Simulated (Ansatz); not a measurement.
**NbB$_{2}$: zone-centre modes under pressure**

NbB$_{2}$, P6/mmm, a = 3.074 Å, c = 3.278 Å. The structure is a COD entry; whether it is the stable form wasn't checked. Ansatz: LDA, PAW, 420 eV, Γ-centred 18×18×14 mesh on 3 atoms, Fermi-Dirac smearing 0.15 eV; no spin polarisation. Cell and atoms are relaxed at each pressure with the symmetry kept; optical modes at Γ by linear response, in cm⁻¹, matched by rank (the highest 3 distinct ones).

| P (GPa) | V (Å³/atom) | ω1 | ω2 | ω3 |
| --- | --- | --- | --- | --- |
| 0 | 8.945 | 493.3 | 564.5 | 814.7 |
| 3 | 8.860 | 502.9 | 570.9 | 826.0 |
| 10 | 8.678 | ? | ? | ? |

Question: Get each mode's Grüneisen parameter γ = −d ln ω/d ln V from the other rows and predict the missing frequencies.

Answer: ln(V/V0) = 0.0000, -0.0095, -0.0303; a line through ln(ω/ω0) of the 2 known rows gives ω1: γ = 2.029, predicted 524.6, computed 524.0; ω2: γ = 1.187, predicted 585.2, computed 585.1; ω3: γ = 1.450, predicted 851.3, computed 851.1. The worst miss is 0.1 %, or 2 % of the shift under pressure, so a constant γ serves at that level. In a metal these frequencies hang on the mesh and smearing.